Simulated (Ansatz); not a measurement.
A geometry of Hf away from equilibrium: the start of the relaxation of a relaxed Hf cell, doubled along one cell vector, shaken by Gaussian noise of σ = 0.08 Å a coordinate. All values below come from r2SCAN (plane waves to 500 eV, PAW, scalar-relativistic; Ansatz, a quantum-chemistry and plane-wave program). Γ-centred k-mesh 4×7×12 on the run's cell (coarser than for final values), Fermi–Dirac smearing 0.05 eV.

```xyz
4
Lattice="10.2757 0.0000 0.0000 -2.5689 4.4495 0.0000 0.0000 0.0000 2.7184" Properties=species:S:1:pos:R:3:forces:R:3 pbc="T T T" free_energy=-62924.761 pressure_GPa=-0.1
Hf     0.1315     2.8821    -0.0047    0.0425   -0.4853    0.0804
Hf     5.2671     3.0489     0.0387   -0.1717   -0.2978    0.0473
Hf     2.7340     1.3360    -0.1052    0.1669    0.4268   -0.1230
Hf     7.7528     1.4666     0.0212   -0.0377    0.3562   -0.0047
```

Positions in Å, forces in eV/Å, free energy of the cell in eV (comparable only within this code, potentials and settings). Largest force: 0.49 eV/Å, on Hf1 (atoms numbered as listed); the geometry lies 1.79 eV/atom above the end of its relaxation.

No spin polarisation in the result.

The end of the path is a generated cell of Hf: the first start was made by placing the elements on the sites of a structure type, and the end was not matched to a known phase here, so it may be hypothetical. Known forms of Hf include space group No. 194.
